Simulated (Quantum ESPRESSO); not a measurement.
**Band energies of CsPbCl3**

```xyz
5
Lattice="5.6222 0.0000 0.0000 0.0000 5.6222 0.0000 0.0000 0.0000 5.6222" Properties=species:S:1:pos:R:3 pbc="T T T"
Cl     0.0000     2.8111     2.8111
Cl     2.8111     0.0000     2.8111
Cl     2.8111     2.8111     0.0000
Cs     0.0000     0.0000     0.0000
Pb     2.8111     2.8111     2.8111
```

PBE (pw.x of Quantum ESPRESSO, ONCV potentials, scalar-relativistic); path ΓXMΓRX,MR; energies in eV from the valence-band maximum.

| k (1/Å) | point | band 18 | band 19 | band 20 | band 21 | band 22 | band 23 | band 24 | band 25 |
|---|---|---|---|---|---|---|---|---|---|
| 0.00 | Γ | -2.56 | -2.56 | -2.46 | -2.46 | -2.46 | 3.40 | 4.36 | 4.36 |
| 0.28 |  | -2.61 | -2.61 | -2.51 | -2.51 | -2.37 | 3.89 | 4.66 | 4.76 |
| 0.56 | X | -2.66 | -2.66 | -2.57 | -2.57 | -1.65 | 3.04 | 4.73 | 5.25 |
| 0.74 |  | -2.68 | -2.61 | -2.57 | -2.44 | -1.56 | 2.92 | 4.74 | 4.95 |
| 1.12 | M | -2.74 | -2.74 | -2.69 | -2.15 | -0.80 | 2.55 | 2.55 | 4.94 |
| 1.51 |  | -2.66 | -2.58 | -2.55 | -2.36 | -2.20 | 4.11 | 4.26 | 4.67 |
| 1.91 | Γ | -2.56 | -2.56 | -2.46 | -2.46 | -2.46 | 3.40 | 4.36 | 4.36 |
| 2.23 |  | -2.73 | -2.48 | -2.46 | -2.43 | -2.43 | 4.03 | 4.69 | 4.69 |
| 2.39 |  | -2.88 | -2.38 | -2.38 | -2.36 | -2.06 | 3.93 | 3.93 | 4.01 |
| 2.71 |  | -2.85 | -2.20 | -2.20 | -2.17 | -0.44 | 2.27 | 2.27 | 2.40 |
| 2.88 | R | -2.69 | -2.14 | -2.14 | -2.14 | 0.00 | 1.98 | 1.98 | 1.98 |
| 3.03 |  | -2.77 | -2.21 | -2.20 | -2.17 | -0.39 | 2.09 | 2.34 | 2.46 |
| 3.35 |  | -2.77 | -2.49 | -2.45 | -2.35 | -1.40 | 2.68 | 4.19 | 4.33 |
| 3.67 | X | -2.66 | -2.66 | -2.57 | -2.57 | -1.65 | 3.04 | 4.73 | 5.25 |
| 3.67 | M | -2.74 | -2.74 | -2.69 | -2.15 | -0.80 | 2.55 | 2.55 | 4.94 |
| 3.85 |  | -2.69 | -2.50 | -2.50 | -2.15 | -0.72 | 2.41 | 2.41 | 4.15 |
| 4.22 | R | -2.69 | -2.14 | -2.14 | -2.14 | 0.00 | 1.98 | 1.98 | 1.98 |

The PBE gap is direct, 1.98 eV at R.

Spin-orbit coupling is left out; with 6p states at a band edge it can lower the gap by many tenths of an eV, most of a small gap. The cell is held in this high symmetry; tilts and polar distortions were not searched.

Geometry relaxed with PBEsol.
